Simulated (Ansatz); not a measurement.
Ansatz (an electronic-structure program) input:

Ansatz 0.2 input:
```yaml
crystal:
  lattice:
    - [2.7204081389, -4.0653972299, 0.0]
    - [2.7204081389, 4.0653972299, 0.0]
    - [0.0, 0.0, 7.1472070692]
  atoms:
    - { symbol: Tl, position: [0.0, 0.0, 0.5] }
    - { symbol: Tl, position: [0.0, 0.0, 0.0] }
    - { symbol: P, position: [0.6468085201, 0.3531914799, 0.25] }
    - { symbol: P, position: [0.3531914799, 0.6468085201, 0.75] }
    - { symbol: O, position: [0.2572083651, 0.7427916349, 0.5656492694] }
    - { symbol: O, position: [0.7427916349, 0.2572083651, 0.4343507306] }
    - { symbol: O, position: [0.7427916349, 0.2572083651, 0.0656492694] }
    - { symbol: O, position: [0.2572083651, 0.7427916349, 0.9343507306] }
    - { symbol: O, position: [0.7007555173, 0.7675998217, 0.75] }
    - { symbol: O, position: [0.2992444827, 0.2324001783, 0.25] }
    - { symbol: O, position: [0.7675998217, 0.7007555173, 0.25] }
    - { symbol: O, position: [0.2324001783, 0.2992444827, 0.75] }
kpoints:
  mp_grid: { grid: [6, 6, 4] }
basis: { xc_grid: 2 }
hamiltonian:
  xc: pbesol
  pseudopotentials: { kind: paw }
scf:
  occupations: { method: fixed }
checkpoint: { read: static.run }
output: { bader: true, populations: true }
```

Output (shortened):

```
Pseudopotential: Tl, paw, valence charge 13
Pseudopotential: P, paw, valence charge 5
Pseudopotential: O, paw, valence charge 6
Functional definition: PBEsol
Crystal: 12 atoms, lattice volume = 158.090 Å³
Basis set: ecut = 420 eV, 3091 PW (Γ), exchange–correlation on 72×72×96 points (8 copies of the dense FFT grid, shifted against one another)
Bands: 54, of which v1, the nominal top of the filled ones, is band 42 counted from 1 (41 counted from 0)
Symmetry: 8 space group operations
Space group: Cmcm (ITA 63), of the structure as read, at distance tolerance 5.4e-5 Å
k-points: 39 of 144
Stability of the state it starts from, as read at its close in the unpolarized treatment …
iter 1 solved again at ethr=1.95e-7 eV; its pass at ethr=3.10e-3 eV (dr2=1.64e-4 eV) is discarded
SCF iter   1: F=—  HF=-28557.630259 eV  |F-HF|=—  |Δ(HF+E_count)|=         —  Δρ=1.00e-6  dr2=1.72e-9  ethr=1.95e-7  ⟨swp⟩=4.0  Hψ=14432  notcnv=0  defer=390
preconditioner: auto → Resta (q_TF=auto, 2.455 Å⁻¹)
SCF iter   2: F=—  HF=-28557.630261 eV  |F-HF|=—  |Δ(HF+E_count)|=   1.88e-6  Δρ=8.78e-7  dr2=1.17e-9  ethr=2.05e-12  ⟨swp⟩=16.4  Hψ=13414  notcnv=0
SCF iter   3: F=-28557.630261 eV  HF=-28557.630261 eV  |F-HF|=2.51e-10  |Δ(HF+E_count)|=  2.47e-10  Δρ=4.38e-7  dr2=3.28e-10  ethr=1.39e-12  ⟨swp⟩=1.0  Hψ=5634  notcnv=0
SCF 1 converged in 3 iterations: F = -28557.630261 eV  dr2 = 3.28e-10
SCF converged after 3 iterations
Free energy (F): -28557.630261 eV
Harris-Foulkes:  -28557.630261 eV  (|F-HF|=2.51e-10)
Internal energy: -28557.630261 eV  (E = F + TS)
E sigma→0 (E₀):  -28557.630261 eV
Fermi energy:    5.564024 eV
--- Per-component energies (eV) ---
  E_band       = -188.132362
  E_kinetic    = 2249.030821
  E_local      = -5426.992131  (includes V_loc(G=0)·N_el)
  E_nonlocal   = 1092.594450
  E_hartree    = 1966.232149
  E_xc         = -1154.888443
  E_vxc        = -1145.453542  (∫ρ·V_xc dr)
  E_paw        = -22389.686298  (= ΣΔE_a)
  E_vpaw       = -889.796462  (= ΣTr[D̂ρ^β])
  E_aug_tail   = 0.019776  (compensation charges beyond the density's cutoff)
  E_ewald      = -4894.391609
  E_core_change = 0.451025  (= ΣΔE_core)
  E_smearing   =  0.000000  (= −TS)
  E_closure    =  0.000000  (closes the sum)
  Σ components = -28557.630261   (vs F -28557.630261, Δ=0.00e0)
  [band-id]    e_kinetic+e_local+e_nonlocal+2·e_hartree+e_vxc+e_vpaw+e_augmentation_tail = -188.132791   (vs E_band -188.132362, Δ=-4.29e-4)
--- Band table (eV; the first three rows and the last of 39) ---
  k-point 0: bands = ["-15.0525", "-14.7592", "-12.6531", "-12.4391", "-12.3319", "-12.3060", "-12.1996", "-12.1248", "-4.8867", "-4.7815", "-4.5813", "-4.4628", "-4.3539", "-4.2590", "-4.1619", "-4.0792", "-4.0487", "-3.9678", "-3.2505", "-2.6483", …
  k-point 1: bands = ["-15.0141", "-14.8077", "-12.5938", "-12.4237", "-12.3479", "-12.3422", "-12.1998", "-12.1398", "-4.7662", "-4.7392", "-4.5894", "-4.4142", "-4.3363", "-4.2315", "-4.1814", "-4.1421", "-4.1024", "-4.0653", "-3.2450", "-2.8743", …
  k-point 2: bands = ["-14.9158", "-14.9158", "-12.4597", "-12.4597", "-12.3861", "-12.3861", "-12.1742", "-12.1742", "-4.6560", "-4.6560", "-4.4412", "-4.4412", "-4.3259", "-4.3259", "-4.1949", "-4.1949", "-4.1609", "-4.1609", "-3.1507", "-3.1507", …
  k-point 38: bands = ["-14.7769", "-14.7769", "-12.4443", "-12.4443", "-12.4107", "-12.4107", "-12.4054", "-12.4054", "-5.0564", "-5.0564", "-4.3079", "-4.3079", "-4.1978", "-4.1978", "-4.1843", "-4.1843", "-4.1110", "-4.1110", "-2.1131", "-2.1131", …
--- Löwdin populations: 12 sites ---
  site symbol       q [e]
     0     Tl     11.8802
     1     Tl     11.8802
     2      P      2.8539
     3      P      2.8539
     4      O      6.7086
     5      O      6.7086
     6      O      6.7086
     7      O      6.7086
     8      O      6.6980
     9      O      6.6980
    10      O      6.6980
    11      O      6.6980
  spilling = 0.010780 (of n_electrons = 84.000000)
--- Bader charges: 12 sites ---
  site symbol  charge [e]  shift [e]
     0     Tl      1.7190     0.0021
     1     Tl      1.7190     0.0021
     2      P      3.7237     0.0070
     3      P      3.7237     0.0070
     4      O     -1.3717     0.0021
     5      O     -1.3717     0.0021
     6      O     -1.3717     0.0021
     7      O     -1.3717     0.0021
     8      O     -1.3496     0.0025
     9      O     -1.3496     0.0025
    10      O     -1.3496     0.0025
    11      O     -1.3496     0.0025
  shift: an alarm, by how much a part of what the PAW files miss would move the charge. Where it is large, compare
  with a run on PAW files of another source; a small one proves nothing
  estimated error of the sums over rays = 3.3e-4 e
```

Cost: very roughly 3 core-minutes on shared cores.

The workflow started from a Materials Project entry (that database holds measured and hypothetical structures alike); the Crystallography Open Database files this formula in space group No. 63, but the cells were not matched. Its standing as an ambient phase is unchecked. The cell was relaxed with PBEsol under the symmetry of its start; its stability against distortions is not shown here. Spin–orbit coupling is left out wherever it is not named.

Potentials: the later of the program's two PAW sets.

Ansatz is a plane-wave DFT program.
